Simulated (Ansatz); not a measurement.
BAs:
```
BAs
1.0
    0.00000     2.38398     2.38398
    2.38398     0.00000     2.38398
    2.38398     2.38398     0.00000
As B
1 1
Direct
  0.75000   0.75000   0.75000
  0.00000   0.00000   0.00000
```

Relaxed with PBEsol. Special points in fractions of this cell's reciprocal vectors: Γ (0.000, 0.000, 0.000); X (0.500, 0.000, 0.500); U (0.625, 0.250, 0.625); K (0.375, 0.375, 0.750); L (0.500, 0.500, 0.500); W (0.500, 0.250, 0.750).

**Question.** List the band energies nearest the valence-band maximum at these points for PBEsol in the plane-wave PAW code Ansatz.

**Answer.** In eV from the valence-band maximum; about four levels below and three above (degenerate sets whole), none deeper than 8.9 eV; … stands for higher levels left out; points with the same levels are listed once.

```json
[
 {"k": "Γ", "below": "0.00 0.00 0.00", "above": "3.25 3.25 3.25"},
 {"k": "X", "below": "-8.55 -4.12 -4.12", "above": "1.31 1.34 …"},
 {"k": "U", "below": "-8.16 -6.04 -3.52", "above": "1.95 5.49 9.24"},
 {"k": "L", "below": "-8.86 -1.84 -1.84", "above": "2.68 4.75 4.75"},
 {"k": "W", "below": "-8.06 -5.57 -5.27", "above": "5.19 5.94 6.69"}
]
```

Space group F-43m (zinc blende). The cell was relaxed with PBEsol under the symmetry of its start. Spin–orbit coupling is left out wherever it is not named.

Potentials: the later of the program's two PAW sets.
